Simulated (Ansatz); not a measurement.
**Relaxation path: diamond Ge (110), 3 layers**

DFT, PBEsol, PAW with Ansatz's default frozen-core files, scalar-relativistic (Ansatz 0.2.0); a Γ-centred 7×5×1 k mesh, Fermi–Dirac smearing of 0.02 eV, no spin polarisation. The run relaxes the atoms in the fixed cell.

Command: `ansatz run input.yaml --threads 2 --pin off --max-ram 4096MiB --backend cpu --events-out ev --progress --plain --runs-dir out` It took 55 s on 2 threads of Arm Neoverse V1, on a shared host, peak memory 0.73 GiB.

```yaml
crystal:
  lattice:
    - [4.0132604633, 0.0, 0.0]
    - [0.0, 5.6756073765, 0.0]
    - [0.0, 0.0, 20.0133]
  atoms:
    - { symbol: Ge, position: [0.75, 0.125, 0.3997351645] }
    - { symbol: Ge, position: [0.25, 0.875, 0.3997351645] }
    - { symbol: Ge, position: [0.25, 0.625, 0.5] }
    - { symbol: Ge, position: [0.75, 0.375, 0.5] }
    - { symbol: Ge, position: [0.75, 0.125, 0.6002648355] }
    - { symbol: Ge, position: [0.25, 0.875, 0.6002648355] }
kpoints:
  mp_grid: { grid: [7, 5, 1] }
scf:
  occupations: { method: fermi_dirac, width: 0.02 }
hamiltonian:
  xc: pbesol
  pseudopotentials: { kind: paw }
output:
  forces: true
  stress: true
  eigenvalues: true
relax:
  f_tol: 0.01
  max_steps: 40
efield:
  axis: 3
  amplitude: 0
  dipole_correction: true
```

Each step lists its free energy a cell above the last geometry, and Cartesian positions (Å) with forces (eV/Å).

The first step:

```
step 1  dF = 30.84 meV
  Ge 3.0099 0.7095 8.0000   0.0000 -0.3817 0.0526
  Ge 1.0033 4.9662 8.0000   0.0000 0.3817 0.0526
  Ge 1.0033 3.5473 10.0067   0.0000 0.0854 0.0000
  Ge 3.0099 2.1284 10.0067   0.0000 -0.0854 0.0000
  Ge 3.0099 0.7095 12.0133   0.0000 -0.3817 -0.0526
  Ge 1.0033 4.9662 12.0133   0.0000 0.3817 -0.0526
```

The PAW files were made under PBE. Real surfaces of this kind reconstruct, which a 1×1 cell forbids.

Where does the relaxation end, and by which steps?

After 3 geometries, with a shortest distance of 2.418 Å. The further steps:
```
step 2  dF = 0.89 meV
  Ge 3.0099 0.6756 8.0266   0.0000 -0.0091 0.0022
  Ge 1.0033 5.0000 8.0266   0.0000 0.0091 0.0022
  Ge 1.0033 3.5540 10.0067   0.0000 -0.1034 0.0000
  Ge 3.0099 2.1216 10.0067   0.0000 0.1034 0.0000
  Ge 3.0099 0.6756 11.9867   0.0000 -0.0091 -0.0022
  Ge 1.0033 5.0000 11.9867   0.0000 0.0091 -0.0022
step 3  dF = 0.00 meV
  Ge 3.0099 0.6745 8.0333   0.0000 0.0036 -0.0038
  Ge 1.0033 5.0011 8.0333   0.0000 -0.0036 -0.0038
  Ge 1.0033 3.5457 10.0067   0.0000 -0.0046 0.0000
  Ge 3.0099 2.1299 10.0067   0.0000 0.0046 0.0000
  Ge 3.0099 0.6745 11.9800   0.0000 0.0036 0.0038
  Ge 1.0033 5.0011 11.9800   0.0000 -0.0036 0.0038
step 4  dF = 0.00 meV  (same geometry, solved once more)
  Ge 3.0099 0.6745 8.0333   0.0000 0.0036 -0.0039
  Ge 1.0033 5.0011 8.0333   0.0000 -0.0036 -0.0039
  Ge 1.0033 3.5457 10.0067   0.0000 -0.0047 0.0000
  Ge 3.0099 2.1299 10.0067   0.0000 0.0047 0.0000
  Ge 3.0099 0.6745 11.9800   0.0000 0.0036 0.0039
  Ge 1.0033 5.0011 11.9800   0.0000 -0.0036 0.0039
```
